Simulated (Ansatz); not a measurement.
MgIn2O4:
```
MgIn2O4
1.0
    0.00000     4.47542     4.47542
    4.47542     0.00000     4.47542
    4.47542     4.47542     0.00000
In Mg O
4 2 8
Direct
  0.62500   0.62500   0.62500
  0.12500   0.62500   0.62500
  0.62500   0.12500   0.62500
  0.62500   0.62500   0.12500
  0.25000   0.25000   0.25000
  0.00000   0.00000   0.00000
  0.86892   0.86892   0.86892
  0.39324   0.86892   0.86892
  0.86892   0.39324   0.86892
  0.86892   0.86892   0.39324
  0.38108   0.38108   0.38108
  0.85676   0.38108   0.38108
  0.38108   0.85676   0.38108
  0.38108   0.38108   0.85676
```

Relaxed with PBEsol.

Q: Which orbitals make up the states near the band edges in PBEsol (plane waves, PAW; program Ansatz)?

A: Top 1 eV of the valence band: O 2p 94 %. Bottom 1 eV of the conduction band: In 5s 30 %, O 2s 24 %, Mg 3s 21 %, O 2p 20 %. Projections are on Löwdin-orthogonalised atomic valence shells; empty p or d shells of many metals are not among them.

Q: Tabulate the density of states.

A: States/eV per cell of 14 atoms, in 0.25 eV bins, energy from the valence-band maximum.

```tsv
E (eV)	total	O 2p	In 5s	In 5p
-7.85	0.00	0.00	0.00	0.00
-7.60	0.00	0.00	0.00	0.00
-7.35	0.00	0.00	0.00	0.00
-7.10	0.00	0.00	0.00	0.00
-6.85	0.00	0.00	0.00	0.00
-6.60	0.00	0.00	0.00	0.00
-6.35	0.00	0.00	0.00	0.00
-6.10	0.00	0.00	0.00	0.00
-5.85	0.00	0.00	0.00	0.00
-5.60	0.00	0.00	0.00	0.00
-5.35	0.00	0.00	0.00	0.00
-5.10	0.00	0.00	0.00	0.00
-4.85	1.72	1.07	0.39	0.09
-4.60	16.07	9.94	3.90	0.64
-4.35	14.52	8.96	3.66	0.48
-4.10	0.69	0.50	0.05	0.07
-3.85	1.96	1.43	0.07	0.34
-3.60	4.24	3.10	0.10	0.83
-3.35	7.92	5.89	0.16	1.53
-3.10	7.21	5.50	0.18	1.20
-2.85	6.02	4.78	0.18	0.71
-2.60	6.29	5.21	0.07	0.53
-2.35	12.77	10.67	0.11	0.99
-2.10	11.01	9.50	0.08	0.88
-1.85	9.19	7.97	0.11	0.76
-1.60	9.01	8.09	0.08	0.59
-1.35	12.02	11.17	0.07	0.39
-1.10	14.73	13.54	0.03	0.54
-0.85	17.62	16.33	0.04	0.51
-0.60	15.31	14.38	0.01	0.24
-0.35	9.90	9.29	0.01	0.12
-0.10	13.82	13.15	0.00	0.05
0.15	0.00	0.00	0.00	0.00
0.40	0.00	0.00	0.00	0.00
0.65	0.00	0.00	0.00	0.00
0.90	0.00	0.00	0.00	0.00
1.15	0.00	0.00	0.00	0.00
1.40	0.00	0.00	0.00	0.00
1.65	0.00	0.00	0.00	0.00
1.90	0.00	0.00	0.00	0.00
2.15	0.06	0.01	0.02	0.00
2.40	0.14	0.02	0.04	0.00
2.65	0.21	0.04	0.06	0.01
2.90	0.29	0.07	0.08	0.02
3.15	0.38	0.10	0.11	0.03
3.40	0.48	0.13	0.13	0.04
3.65	0.62	0.18	0.17	0.06
3.90	0.78	0.24	0.22	0.09
4.15	1.11	0.36	0.32	0.14
4.40	1.31	0.45	0.40	0.16
4.65	1.28	0.46	0.40	0.16
4.90	1.15	0.43	0.37	0.15
5.15	0.95	0.31	0.22	0.20
5.40	3.45	1.21	0.98	0.61
5.65	4.06	1.27	1.50	0.49
5.90	1.02	0.25	0.49	0.02
6.15	6.44	1.90	2.20	1.03
6.40	6.29	1.79	2.31	1.12
6.65	4.84	1.13	1.54	1.28
```

Space group Fd-3m (spinel). The cell is a constructed one: a structure type filled with these elements; the Crystallography Open Database copy checked does not list it. Whether it is the stable phase at ambient conditions was not checked. The PBEsol relaxation kept the symmetry of its start; its stability against distortions is not shown here. Scalar-relativistic: spin–orbit coupling is off unless named, which matters more the heavier the elements.

Potentials: the earlier of the program's two PAW sets. The files were generated under PBE; for other functionals the program regenerates the frozen cores, and for LDA and PBEsol the local potential too.
